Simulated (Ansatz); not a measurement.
# MoS2: do energies and stresses tell the same story?

Level of theory: DFT PBEsol, scalar-relativistic, plane waves, PAW in Ansatz 0.2.0.

Cutoff 420 eV; k points 12×12×1 on the computed 12-atom cell (Γ-centred); Gaussian smearing, width 0.02 eV; no spin polarisation.

Relaxed cell: P-3m1, a = 3.141 Å, b = 3.141 Å, c = 34.071 Å, α = 90.00°, β = 90.00°, γ = 120.00°, 12 atoms in the primitive cell. This form isn't the usual stable structure of the compound.

Energies at zero smearing and pressures from the stress tensor, at volumes with shape and atoms relaxed:
| V (Å³/atom) | E − E(first) (meV/atom) | P (GPa) |
| --- | --- | --- |
| 21.347 | 0.00 | -0.010 |
| 22.074 | 0.00 | -0.019 |
| 22.802 | 0.00 | -0.013 |
| 23.530 | 0.00 | -0.007 |
| 24.258 | 0.00 | 0.013 |
| 24.985 | 0.00 | -0.021 |
| 25.713 | 0.00 | -0.019 |
| 26.683 | 0.00 | -0.004 |

Problem. Check P = −dE/dV between neighbouring volumes, and get the bulk modulus from the pressures alone.

Solution. With 1 eV/Å³ = 160.2 GPa:
| middle V (Å³/atom) | −ΔE/ΔV (GPa) | mean P (GPa) |
| --- | --- | --- |
| 21.711 | 0.000 | -0.015 |
| 22.438 | 0.000 | -0.016 |
| 23.166 | 0.000 | -0.010 |
| 23.894 | 0.000 | 0.003 |
| 24.622 | 0.000 | -0.004 |
| 25.349 | 0.000 | -0.020 |
| 26.198 | 0.000 | -0.011 |

The two differ by 0.021 GPa at most. The mean of two end pressures misses the average over a step by about ΔV² P″/12, up to 0.007 GPa here; with that taken off 0.019 GPa remains, from the finite cutoff, the mesh or the relaxation's tolerance. Around V = 22.074 Å³/atom, the two neighbours give B = −V ΔP/ΔV = 22.074 × 0.002 / 1.455 = 0.0 GPa, against B0 = 0.0 GPa from the Birch–Murnaghan fit of the energies, which describes these points poorly (B0' = 16.7).

The cell holds layers, and where no dispersion correction was added their binding is poorly described.

A ferromagnetic start lost its moments in a first run, so spin was left out; other magnetic orders weren't tried.

Cost: 9 runs of about 15 core-minutes in all, on Intel Xeon 6975P-C (Granite Rapids) (shared hosts).